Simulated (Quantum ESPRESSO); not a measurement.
# Planted mistakes on one cell of SiGa3O5N

These are calculations, not measurements. They come from pw.x of Quantum ESPRESSO 7.5, a plane-wave density functional program, with PseudoDojo standard norm-conserving files (v0.5 for PBE, v0.4.1 for LDA and PBEsol). The cells are made up: elements, strain and atom displacements were drawn at random, and nothing was relaxed. There is no spin polarisation, spin-orbit coupling or dispersion term.

The cell has 10 sites of a corundum lattice. Sites 1 to 4 hold Si Ga Ga Ga; sites 5 to 10 hold O O N O O O. Cell vectors in Å: (2.508, 1.448, 4.504); (-2.508, 1.448, 4.504); (0.000, -2.896, 4.504). Settings: PBE, cutoff 1143 eV, 5 x 5 x 5 k mesh shifted by half a step, Fermi-Dirac smearing of 0.025 eV.

The intended run has a self-consistency threshold of 1e-07 eV, a smearing term of 0.000 eV, a pressure of 5.07 GPa and 13 iterations. Each further run changes one thing: all lengths scaled by 1.0163; atoms of sites 7 and 9 exchanged; cutoff 733 eV; files of LDA; k mesh 2 x 2 x 2; one electron removed; smearing 0.76 eV; threshold 0.05 eV. A coarse mesh keeps the shift, and a charged cell sits in a uniform background.

```
run,change of free energy (eV),smearing term -TS (eV),change of P (GPa),largest change of a force component (eV/Å),iterations
A,10.528,0.000,-13.74,0.359,13
B,-0.005,0.000,-9.51,0.647,13
C,-0.673,-2.137,4.45,0.995,13
D,10.053,0.000,-123.69,0.159,13
E,0.327,0.000,0.42,2.824,13
F,0.061,0.000,0.01,0.070,13
G,0.004,0.000,0.21,0.218,6
H,-9.849,-0.017,-26.31,1.075,14
```

A rerun of the intended cell at 1437 eV and k mesh 7 x 7 x 7 moved values by no more than 0.004 eV in the cell's energy, 0.03 GPa in stress and 0.002 eV/Å in force.

Question: which change belongs to which run?

## Worked reading

Run G has the fewest iterations, as a run stopped early does. Run C has the largest smearing term, as wide smearing gives. Run D has a higher energy and the largest fall in pressure, as too small a basis gives. Run B changes the volume by a factor of 1.0497; minus its pressure change over the logarithm of that factor, 196 GPa, is a rough bulk modulus with clamped atoms. Energies from files of another functional, or of a charged cell, have another zero and say nothing on stability; the pressure of a charged cell rests on the program's zero of potential too.

## Key

```
run                            change
  A                      files of LDA
  B      all lengths scaled by 1.0163
  C                  smearing 0.76 eV
  D                     cutoff 733 eV
  E  atoms of sites 7 and 9 exchanged
  F                  k mesh 2 x 2 x 2
  G                 threshold 0.05 eV
  H              one electron removed
```